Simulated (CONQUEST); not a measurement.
CONQUEST run on TePb (Fm-3m, 8 atoms in the cell; from Materials Project mp-19717, changed as shown): self-consistent single point.

All values come from this method and carry its errors: PBE, numerical atomic orbitals double-zeta with polarisation (the shipped basis), PseudoDojo norm-conserving potentials made for PBE in CONQUEST 1.3.

The change in words: lattice scaled by 1.02. Reference geometry (Fm-3m):
```
CELL_PARAMETERS angstrom
      6.54179     0.00000     0.00000
      0.00000     6.54179     0.00000
      0.00000     0.00000     6.54179
ATOMIC_POSITIONS crystal
  Te 0.00000 0.00000 0.00000
  Te 0.00000 0.50000 0.50000
  Te 0.50000 0.00000 0.50000
  Te 0.50000 0.50000 0.00000
  Pb 0.50000 0.00000 0.00000
  Pb 0.50000 0.50000 0.50000
  Pb 0.00000 0.00000 0.50000
  Pb 0.00000 0.50000 0.00000
```

Reference input (self-consistent single point, DFT, PBE, numerical atomic orbitals double-zeta with polarisation (the shipped basis), PseudoDojo norm-conserving potentials made for PBE): basis = DZP; Diag.MPMeshX, Y, Z = 4 4 4; potentials = PseudoDojo norm-conserving PBE; Grid.GridCutoff = 140 Ha; DM.SolutionMethod = diagon; Diag.kT = 0.001837 Ha; Diag.GammaCentred = true; minE.SCTolerance = 1.0e-06; SC.MaxIters = 100; SC.LinearMixingFactor = 0.3; SC.KerkerPreCondition = true; SC.KerkerFactor = 0.1 1/bohr. This run's input differs from it in these lines:

```diff
@@ -32,14 +32,14 @@
 # file: coords.dat
-    12.362191465      0.000000000      0.000000000
-     0.000000000     12.362191465      0.000000000
-     0.000000000      0.000000000     12.362191465
+    12.609435672      0.000000000      0.000000000
+     0.000000000     12.609435672      0.000000000
+     0.000000000      0.000000000     12.609435672
 8
     0.000000000     0.000000000     0.000000000  1 T T T
-    0.000000000     6.181095732     6.181095732  1 T T T
-    6.181095732     0.000000000     6.181095732  1 T T T
-    6.181095732     6.181095732     0.000000000  1 T T T
-    6.181095732     0.000000000     0.000000000  2 T T T
-    6.181095732     6.181095732     6.181095732  2 T T T
-    0.000000000     0.000000000     6.181095732  2 T T T
-    0.000000000     6.181095732     0.000000000  2 T T T
+    0.000000000     6.304717836     6.304717836  1 T T T
+    6.304717836     0.000000000     6.304717836  1 T T T
+    6.304717836     6.304717836     0.000000000  1 T T T
+    6.304717836     0.000000000     0.000000000  2 T T T
+    6.304717836     6.304717836     6.304717836  2 T T T
+    0.000000000     0.000000000     6.304717836  2 T T T
+    0.000000000     6.304717836     0.000000000  2 T T T
```

Log, with long lists cut:

```
    new_SC_potl: Starting.  Tolerance:  0.10000E-05

    PulayMixSC: Starting Pulay mixing, A_up =  0.300 A_dn =  0.300
    PulayMixSC: Spin non-polarised calculation.
    PulayMixSC: with Kerker preconditioning, q0 =  0.100
          Harris-Foulkes Energy            :    -19076.134954005807231 eV
          (TS=0 as O(N) or entropic contribution is negligible)
          DFT Total Energy                 :    -19073.482471580926358 eV
          Total number of electrons        :       120.000000000003524
    PulayMixSC: Pulay iteration     1 residual:              0.80640E-03
   [... lines left out ...]
          Total number of electrons        :       120.000185315923545
    PulayMixSC: Pulay iteration     7 residual:              0.14960E-05
          Harris-Foulkes Energy            :    -19074.904728299559793 eV
          GroundState Energy (E-(1/2)TS)   :    -19074.904732707604126 eV
          Free Energy (E-TS)               :    -19074.904737115652097 eV
          DFT Total Energy                 :    -19074.904728516143223 eV
          Total number of electrons        :       120.000184162565134
    PulayMixSC: Pulay iteration     8 residual:              0.29684E-06
    PulayMixSC: Reached SCF tolerance of  0.29684E-06 after      8 iterations
      | Number of electrons      =       120.000184
      |* band energy as 2Tr[K.H] =     -2846.359637280022980 eV
      |  screened ion-ion energy =    -14295.160125493361193 eV
      |  Ha correction           =        50.159503653702252 eV
      |  XC correction           =     -1983.544470259430682 eV
      | GS Energy as E-(1/2)TS   =    -19074.904732707604126 eV
      | Free Energy as E-TS      =    -19074.904737115652097 eV
      |* Harris-Foulkes energy   =    -19074.904728299559793 eV
      |* DFT total energy        =    -19074.904728516143223 eV
      |  estimated accuracy      =         0.000000216584379 eV

    force: Forces on atoms (eV/a0)
    force:  Atom   X              Y              Z
    force:     1   0.0000000000   0.0000000000   0.0000000000
   [... zero for the other atoms too ...]

    force: Maximum force :        0.00000000(eV/a0) on atom         5 in z direction
    force: Force Residual:        0.00000000 eV/a0
    force: Total stress:          1.43016412     1.43016412     1.43016412 GPa
    force: Average pressure:     -1.43016412 GPa

    force: Finished force
    get_E_and_F: Change in energy during last step of electronic optimisation:  0.57766E-07
```

The run converged in 8 iterations. CONQUEST prints the stress tensor with tension positive. Against the reference run the free energy rises by 5.6 meV/atom, the pressure goes from 0.62 to -1.43 GPa and the gap on the mesh goes from 0.876 to 0.962 eV.

Spin-orbit coupling is left out, which matters for bands and gaps with elements this heavy. The program uses no crystal symmetry, so grid and mesh can part values that symmetry would make equal. The atom-centred basis is finite, which shifts total energies, pressures and gaps against plane waves. The structure comes from a collection of computed structures, made at another level of theory; the collection holds predicted forms beside known ones.

Cost on one core: around 70 core-seconds (rough).
